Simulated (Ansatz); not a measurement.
**Bands of PbO₂**

```
CELL_PARAMETERS angstrom
4.95780 0.00000 0.00000
0.00000 4.95780 0.00000
0.00000 0.00000 3.38780
ATOMIC_POSITIONS crystal
Pb 0.00000 0.00000 0.00000
Pb 0.50000 0.50000 0.50000
O 0.30670 0.30670 0.00000
O 0.19330 0.80670 0.50000
O 0.69330 0.69330 0.00000
O 0.80670 0.19330 0.50000
```

Atom numbers follow the list: Pb1, Pb2, O3, O4, O5, O6.

The cell comes from COD entry 9011216, which wasn't checked; take it as a given geometry.

Spin–orbit coupling is left out, though it moves levels of the heavy atoms by tenths of an eV or more.

These are results of DFT, PBE, all-electron LAPW, scalar-relativistic (Ansatz 0.2.0), not measurements.

Numerical set-up: a Γ-centred 4×4×6 k mesh, Fermi–Dirac smearing of 0.01 eV, basis error target 1 meV/atom, no spin polarisation.

Points in fractions of the reciprocal vectors of this cell: Γ (0, 0, 0), X (0, 0.5, 0), M (0.5, 0.5, 0), Z (0, 0, 0.5), R (0, 0.5, 0.5), A (0.5, 0.5, 0.5). The path joins them by straight lines in the order Γ–X–M–Γ–Z–R–A–Z–X; legs that retrace an earlier one aren't tabulated. Energies are in eV from the top of the valence band.

Problem. List the levels at R between -20 and 10 eV.

Solution. -18.10 (×2), -16.85 (×2), -15.33 (×2), -15.11 (×2), -14.97 (×2), -14.89 (×2), -12.94 (×2), -7.05 (×2), -4.69 (×2), -3.44 (×2), -1.05 (×2), -0.78 (×2), -0.14 (×2), 4.27 (×2), 7.52 (×2).

Problem. List the levels at Z between -20 and 10 eV.

Solution. -17.77 (×2), -17.51 (×2), -15.10 (×2), -14.99 (×2), -14.95 (×2), -14.60 (×2), -13.33 (×2), -7.40 (×2), -3.38 (×2), -2.85 (×2), -1.99 (×2), -1.12 (×2), -0.77 (×2), 3.95 (×2), 9.06 (×2), 9.85 (×2).

Problem. List the levels at M between -20 and 10 eV.

Solution. -18.23 (×2), -16.61 (×2), -15.33 (×2), -15.29 (×2), -15.00 (×2), -14.92 (×2), -14.24 (×2), -5.52 (×2), -3.20 (×2), -2.56 (×2), -1.59 (×2), -0.61 (×2), -0.47 (×2), 3.06 (×2), 6.93 (×2).

Problem. What is the band gap?

Solution. 0.05 eV, indirect from the line Γ–Z (0, 0, 0.5) to the line Γ–X (0, 0.5, 0) (so small a gap may close at points that the mesh and path miss).

Kohn–Sham gaps of semilocal functionals usually fall short of measured ones.
